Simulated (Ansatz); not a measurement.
Relaxed-ion elastic tensor of CdTe (rock salt, Fm-3m) in GPa (Voigt order), the program Ansatz at the LDA level (PAW); density 7.64 g/cm³, 26.07 Å³ per atom.

```
      1     2     3     4     5     6
-  ----  ----  ----  ----  ----  ----
1   113  37.0  37.0   0.0   0.0   0.0
2  37.0   113  37.0   0.0   0.0   0.0
3  37.0  37.0   113   0.0   0.0   0.0
4   0.0   0.0   0.0  18.4   0.0   0.0
5   0.0   0.0   0.0   0.0  18.4   0.0
6   0.0   0.0   0.0   0.0   0.0  18.4
```

### Question
Is the crystal mechanically stable?

### Answer
Yes: the smallest eigenvalue of C is 18.4 GPa.

### Question
Work out the Voigt, Reuss and Hill averages.

### Answer
K_V = 62.4, K_R = 62.4, K_H = 62.4; G_V = 26.4, G_R = 23.3, G_H = 24.8 GPa.

### Question
Give Young's modulus, Poisson's ratio, Pugh's ratio and the universal anisotropy index.

### Answer
E = 9KG/(3K + G) = 65.7 GPa; ν = 0.32; K/G = 2.52 (ductile by the Pugh limit of 1.75); A_U = 5G_V/G_R + K_V/K_R − 6 = 0.67.

### Question
Estimate the sound speeds and the Debye temperature.

### Answer
v_l = √((K + 4G/3)/ρ) = 3530 m/s, v_t = √(G/ρ) = 1800 m/s, mean 2020 m/s; Θ = (h/k)(3n/4πV)^(1/3) v_m = 203 K.

### Question
Give the Zener ratio and Young's modulus along [100], [110] and [111].

### Answer
A = 2C44/(C11 − C12) = 0.48; 1/E = S11 − 2(S11 − S12 − S44/2)Γ with Γ = 0, 1/4, 1/3 gives 95.2, 57.1, 50.4 GPa.

### Question
Solve the Christoffel equation for the three sound speeds along [100], [110], [111].

### Answer
Eigenvalues of C_ijkl n_j n_l equal ρv². In km/s, slowest first: [100] 1.55, 1.55, 3.85; [110] 1.55, 2.24, 3.50; [111] 2.03, 2.03, 3.37.

This is a known high-pressure phase of the composition, computed here at zero pressure and temperature. The LDA relaxation kept the symmetry of its start; whether a distortion lowers the energy is not shown. As this level gives no gap, shear constants depend on the k-mesh and smearing (Fermi–Dirac, 0.1 eV here). Spin–orbit coupling is left out wherever it is not named.

Potentials: the earlier of the program's two PAW sets. The files were generated under PBE; for other functionals the program regenerates the frozen cores, and for LDA and PBEsol the local potential too.
